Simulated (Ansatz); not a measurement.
One crystal and one scan (scan of one atom of the cell) at two levels, PBE (plane waves to 420 eV, PAW, scalar-relativistic; Ansatz, a first-principles code) and r2SCAN (plane waves to 500 eV, PAW, scalar-relativistic; Ansatz), each from its own relaxed cell and on its own mesh. The cell shown is that of PBE.

GaP (zinc blende)

```yaml
crystal:
  lattice:
    - [0.00000, 2.75322, 2.75322]
    - [2.75322, 0.00000, 2.75322]
    - [2.75322, 2.75322, 0.00000]
  atoms:
    - { symbol: P, position: [0.75000, 0.75000, 0.75000] }
    - { symbol: Ga, position: [0.00000, 0.00000, 0.00000] }
```

In this cell atom 2 (Ga, nearest neighbour P at 2.384 Å; its periodic images, 3.9 Å or more away, move with it) is moved by s along Cartesian [110], unit vector (0.707, 0.707, 0.000); all other atoms and the cell stay fixed.

Energies are smeared free energies. GaP was relaxed with its symmetry unable to fall. The PAW data are Ansatz's earlier set. As the smearing reaches across the gap at some points, energies and forces of such displacements shift with the k mesh and the smearing. Percentages come from the unrounded values.

Results of PBE:

```
Quantity                                                                                                                  Result
----------------------------------------------------------------  --------------------------------------------------------------
Lattice constant a (Å)                                                                                                     5.506
Band gap of the relaxed cell, no spin-orbit coupling (eV)                                                                   1.58
Force constant k = d²E/ds² at s = 0 (finite differences) (eV/Å²)                                                            9.37
Shape of the curve                                                a single well with its minimum at or next to zero displacement
```

What does r2SCAN give for the same quantities?


```json
[
 {"quantity": "Lattice constant a (Å)", "r2SCAN": "5.452", "PBE − r2SCAN": "+0.054 (+1.0 %)"},
 {"quantity": "Band gap of the relaxed cell, no spin-orbit coupling (eV)", "r2SCAN": "1.85", "PBE − r2SCAN": "-0.27 (-15 %)"},
 {"quantity": "Force constant k = d²E/ds² at s = 0 (finite differences) (eV/Å²)", "r2SCAN": "10.21", "PBE − r2SCAN": "-0.84 (-8.2 %)"}
]
```

PBE gives the higher value for: lattice constant a. PBE gives the lower value for: band gap of the relaxed cell, no spin-orbit coupling; force constant k = d²E/ds² at s = 0. Both give the same shape of the curve: a single well with its minimum at or next to zero displacement.

(A displaced cell: forces are minus the slopes of the energy, force constants its curvatures, and phonons follow from these.)
